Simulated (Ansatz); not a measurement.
Consider the following.

Sn2GeTe3:
```xyz
6
Lattice="4.3160 0.0000 0.0000 -2.1580 3.7378 0.0000 0.0000 0.0000 10.6007" Properties=species:S:1:pos:R:3 pbc="T T T"
Sn     0.0000     2.4919     8.7535
Sn     2.1580     1.2459     1.8472
Ge     0.0000     0.0000     5.3004
Te     0.0000     2.4919     3.6982
Te     2.1580     1.2459     6.9025
Te     0.0000     0.0000     0.0000
```

This is the LDA-relaxed structure.

Task: All from plane-wave PAW LDA (Ansatz code), unless another level is named. Estimate the electronic character.

Result: no gap, with almost no states at the Fermi level (zero-gap or semimetallic).

Task: And the formation energy from the elements (no fitted shifts)?

Result: -0.20 eV/atom.

Space group P-3m1. The workflow started from a Materials Project entry (that database holds measured and hypothetical structures alike); the Crystallography Open Database copy checked does not list it. With Sn and Ge taken as one species the cell has the higher symmetry Fm-3m, so it may be an ordered model of a mixed-site phase. Its standing as an ambient phase is unchecked. Symmetry was held in the LDA relaxation; of distortions, only those at the zone centre were tested, and some modes there are weakly imaginary. The references are the lowest solids computed at this level, not always the standard phases. Scalar-relativistic: spin–orbit coupling is off unless named, which matters more the heavier the elements.

Potentials: the later of the program's two PAW sets.
